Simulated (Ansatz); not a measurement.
Relaxed SiC (wurtzite):

```
SiC
1.0
    6.18391     0.00000     0.00000
   -1.54598     2.67771     0.00000
    0.00000     0.00000     5.07427
Si C
4 4
Direct
  0.33333   0.33333   0.00052
  0.83333   0.33333   0.00052
  0.16667   0.66667   0.50052
  0.66667   0.66667   0.50052
  0.33333   0.33333   0.62468
  0.83333   0.33333   0.62468
  0.16667   0.66667   0.12468
  0.66667   0.66667   0.12468
```

A phonon eigenvector at M = (0.5, 0.0, 0.0) is frozen into this cell: atom i moves by Q times the vector below, so Q is the largest atomic displacement, in Å. The cell is held. (q is in reciprocal vectors of the primitive cell; the cell shown is doubled to hold the pattern.)

| atom | x | y | z |
|---|---|---|---|
| Si1 | -0.041 | -0.023 | 0.999 |
| Si2 | 0.041 | 0.023 | -0.999 |
| Si3 | 0.041 | 0.023 | 0.999 |
| Si4 | -0.041 | -0.023 | -0.999 |
| C5 | 0.156 | 0.090 | 0.652 |
| C6 | -0.156 | -0.090 | -0.652 |
| C7 | -0.156 | -0.090 | 0.652 |
| C8 | 0.156 | 0.090 | -0.652 |

All values below come from PBE (plane waves to 420 eV, PAW, scalar-relativistic; Ansatz, a quantum-chemistry and plane-wave program). k mesh 6×12×7 (Γ-centred), Fermi-Dirac smearing 0.05 eV. E stands for the smeared free energy. SiC was relaxed with its symmetry unable to fall. ΔE is measured from the undisplaced structure.

```json
[
 {"Q (Å)": "-0.180", "ΔE (meV/cell)": "898"},
 {"Q (Å)": "-0.120", "ΔE (meV/cell)": "402"},
 {"Q (Å)": "-0.060", "ΔE (meV/cell)": "101"},
 {"Q (Å)": "0.000", "ΔE (meV/cell)": "0"},
 {"Q (Å)": "0.060", "ΔE (meV/cell)": "101"},
 {"Q (Å)": "0.120", "ΔE (meV/cell)": "402"},
 {"Q (Å)": "0.180", "ΔE (meV/cell)": "898"}
]
```

Question: Which DFPT wavenumber at M = (0.5, 0.0, 0.0) belongs to this mode?
A. 730 cm⁻¹
B. 538 cm⁻¹
C. 823 cm⁻¹
D. 337 cm⁻¹

Answer: D, 337 cm⁻¹. The curvature of the scan gives 337 cm⁻¹

(For displaced atoms, the force is minus the slope of the energy, and its curvature is a force constant, which sets phonon frequencies.)
